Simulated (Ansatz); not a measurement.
## Stationary points along a deformation path in HfN

All numbers below come from DFT PBEsol, scalar-relativistic, plane waves, PAW in Ansatz 0.2.0. Settings: plane waves to 420 eV, k-mesh 20×20×20 (Γ-centred), Gaussian smearing 0.15 eV. Spin–orbit coupling is left out, which can shift energies with elements as heavy as these. No spin polarisation. Energies are free energies at this smearing, counted from the undisturbed cell; pressure is positive in compression.

Zero of the scan (as given, not relaxed at this level; it stands at -3.0 GPa):

```yaml
crystal:
  lattice:
    - [0.00000, 2.25900, 2.25900]
    - [2.25900, 0.00000, 2.25900]
    - [2.25900, 2.25900, 0.00000]
  atoms:
    - { symbol: Hf, position: [0.00000, 0.00000, 0.00000] }
    - { symbol: N, position: [0.50000, 0.50000, 0.50000] }
```

At fixed volume and fractional coordinates, lengths along (0.000, 0.000, 1.000) are scaled against those across it; ρ is that ratio over its starting value. V = 11.528 Å³/atom. Δσ is the stress along the axis less the mean stress across it (compression positive).

```csv
ρ,ΔE (meV/atom),Δσ (GPa),space group
0.650,3526.7,369.07,I4/mmm
0.707,2156.8,306.03,I4/mmm
0.780,986.4,190.02,I4/mmm
0.850,380.0,107.43,I4/mmm
0.920,89.6,47.28,I4/mmm
0.960,20.3,21.36,I4/mmm
1.000,0.0,0.00,Fm-3m
1.050,26.5,-22.48,I4/mmm
1.100,98.5,-41.07,I4/mmm
1.200,312.6,-60.89,I4/mmm
1.300,585.1,-81.86,I4/mmm
1.414,976.7,-113.13,I4/mmm
1.500,1334.2,-140.57,I4/mmm
```

Task: How does the stress give the slope of the energy, and where is the energy stationary?

Result: Along the path d ln(length) is 2/3 d ln ρ on the axis and −1/3 d ln ρ across it, so dE/d ln ρ = −(2/3) V Δσ: the energy falls with ρ where Δσ is positive. Δσ vanishes or changes sign at ρ = 1.000 (Fm-3m), a minimum at 0.0 meV/atom. Pairs of stationary points between two samples would go unseen, and could change a minimum read from distant neighbours into a maximum. At ρ = 1.000 the cell is cubic, where symmetry alone makes the stress isotropic and the slope zero.

Task: Which shear constant sets the curvature at ρ = 1?

Result: For a cubic crystal E/V = (2/3) C (ln ρ)² with C = C′ = (C11 − C12)/2, so Δσ = −2C ln ρ. The parabola of Δσ against ln ρ through ρ = 0.960, 1 and 1.050 gives C ≈ 247 GPa with the ions clamped, rough because the steps are large. It is the stress–strain coefficient at this cell's pressure of -3.0 GPa, not the zero-pressure constant.

Task: Integrate that slope from ρ = 1 to 1.200 by the trapezoid rule.

Result: With V/N in Å³ and 1 eV/Å³ = 160.2 GPa the slopes at ρ = 1.000, 1.050, 1.100, 1.200 are 0, 1078, 1970, 2921 meV/atom per unit of ln ρ. The steps add 26.3 + 70.9 + 212.8 = 310.0 meV/atom, against 312.6 from the energies; the trapezoid rule misses the curvature of the slope within each step.

In a metal these slopes depend on the k mesh and the smearing.